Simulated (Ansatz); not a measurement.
Consider the following.

TaAs (NbAs type, space group I4_1md)

```yaml
crystal:
  lattice:
    - [-1.73153, 1.73153, 5.86650]
    - [1.73153, -1.73153, 5.86650]
    - [1.73153, 1.73153, -5.86650]
  atoms:
    - { symbol: Ta, position: [0.99912, 0.99912, 0.00000] }
    - { symbol: Ta, position: [0.74912, 0.24912, 0.50000] }
    - { symbol: As, position: [0.41688, 0.41688, 0.00000] }
    - { symbol: As, position: [0.16688, 0.66688, 0.50000] }
```

This relaxed cell (volume V₀) is scaled evenly in all directions, its shape held. The atoms relax within the cell's symmetry.

Level of theory: PBE (plane waves to 420 eV, PAW, scalar-relativistic; Ansatz, an electronic-structure program). k mesh 19×19×19 (Γ-centred), Fermi-Dirac smearing 0.05 eV. The energy includes the smearing's −TS. Compression counts positive. With the shape held, the modulus is that of even scaling; a crystal free to change shape is softer. At this level the bands of TaAs touch or barely overlap. Spin-orbit coupling is left out, though Ta is heavy. TaAs is run without spin polarisation. TaAs was relaxed with its symmetry unable to fall. The zero of ΔE is the relaxed starting cell.

The scan covers V/V₀ from 0.900 to 1.100 in 13 points.

### Question
What is ΔE at V/V₀ = 0.900?

### Answer
117 meV/atom.

### Question
What pressure does the cell carry at V/V₀ = 0.900?

### Answer
23.5 GPa.

### Question
What is ΔE at V/V₀ = 1.100?

### Answer
82 meV/atom.

(A scan under strain: stresses follow from slopes of the energy per volume, elastic moduli from its curvatures.)
